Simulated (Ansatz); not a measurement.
KI:
```yaml
crystal:
  lattice:
    - [0.00000, 3.54619, 3.54619]
    - [3.54619, 0.00000, 3.54619]
    - [3.54619, 3.54619, 0.00000]
  atoms:
    - { symbol: K, position: [0.00000, 0.00000, 0.00000] }
    - { symbol: I, position: [0.50000, 0.50000, 0.50000] }
```

Relaxed with r²SCAN. Special points in fractions of this cell's reciprocal vectors: Γ (0.000, 0.000, 0.000); X (0.500, 0.000, 0.500); U (0.625, 0.250, 0.625); K (0.375, 0.375, 0.750); L (0.500, 0.500, 0.500); W (0.500, 0.250, 0.750).

**Question.** List the band energies nearest the valence-band maximum at these points for DFT-r²SCAN with spin–orbit coupling in the program Ansatz with PAW potentials.

**Answer.** In eV from the valence-band maximum; about four levels below and three above (degenerate sets whole), none deeper than 8.9 eV; points with the same levels are listed once.

| k | below | above |
|---|---|---|
| Γ | 0.00 0.00 0.00 0.00 | 4.27 4.27 6.75 6.75 6.75 6.75 |
| X | -0.75 -0.75 -0.39 -0.39 | 5.08 5.08 6.16 6.16 |
| U | -0.86 -0.86 -0.52 -0.52 | 5.79 5.79 7.02 7.02 |
| L | -0.80 -0.80 -0.35 -0.35 | 5.70 5.70 7.97 7.97 |
| W | -0.79 -0.79 -0.67 -0.67 | 6.60 6.60 6.70 6.70 |

Space group Fm-3m (rock salt). The cell was relaxed with r²SCAN under the symmetry of its start.

Potentials: the later of the program's two PAW sets.
